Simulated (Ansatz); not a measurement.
Tl (hcp (Mg type)) was relaxed and computed twice in Ansatz (plane waves, PAW), once with PBEsol and once with r²SCAN+D4.

```json
[
 {"": "cell", "run 1": "a = b = 3.501 Å, c = 5.574 Å, α = β = 90.00°, γ = 120.00°", "run 2": "a = b = 3.461 Å, c = 5.512 Å, α = β = 90.00°, γ = 120.00°"}
]
```

Problem. Which run used which functional?

Solution. Run 1 is r²SCAN+D4, run 2 is PBEsol.

All cells were relaxed under the symmetry of their starts (and spin orders); stability against distortions was not tested throughout. Spin–orbit coupling is left out wherever it is not named.

Potentials: the earlier of the program's two PAW sets.

Ansatz (a first-principles code) is a plane-wave DFT program.
